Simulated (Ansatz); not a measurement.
All numbers below come from Ansatz, DFT PBE, scalar-relativistic, plane waves, PAW. The final run on the 5-atom cell used 420 eV, a Γ-centred 8×8×8 mesh, 0.10 eV smearing and no spin polarisation.

The zero of energy is the elements' standard structures at the same level; no fitted shifts are applied.

Question: Give a relaxed trial structure of a cubic metal made of Ga, Nb and Se, with a formation energy near −0.29 eV/atom and about 26 Å³ per atom, in a cell of 5 atoms.

Answer: NbGaSe3, space group Pm-3m (No. 221). Nb is surrounded by 6 Se at 2.54 Å; around Ga lie 12 Se at 3.59 Å (long contacts); Se is surrounded by 2 Nb at 2.54 Å, 4 Ga at 3.59 Å and 8 Se at 3.59 Å.

```cif
data_structure
_symmetry_space_group_name_H-M 'Pm-3m'
_symmetry_Int_Tables_number 221
_cell_length_a 5.0793
_cell_length_b 5.0793
_cell_length_c 5.0793
_cell_angle_alpha 90.000
_cell_angle_beta 90.000
_cell_angle_gamma 90.000
_cell_volume 131.04
loop_
_atom_site_label
_atom_site_type_symbol
_atom_site_symmetry_multiplicity
_atom_site_Wyckoff_symbol
_atom_site_fract_x
_atom_site_fract_y
_atom_site_fract_z
_atom_site_occupancy
Nb1 Nb 1 b 0.50000 0.50000 0.50000 1
Ga1 Ga 1 a 0.00000 0.00000 0.00000 1
Se1 Se 3 c 0.50000 0.50000 0.00000 1
```

* Volume per atom: 26.21 Å³
* Density: 5.06 g/cm³
* Formation energy: −0.29 eV/atom
* Gap on the 8×8×8 mesh of the 5-atom cell: 0 eV (a metal)

The structure comes from a generated guess, relaxed at this level; another structure or a mixture of phases may lie lower. The answer needn't be unique; the calculation gave this one.

The reference form of Se is held partly by dispersion forces, which this level lacks. Symmetry constrained the relaxation, so the result can be a saddle point.
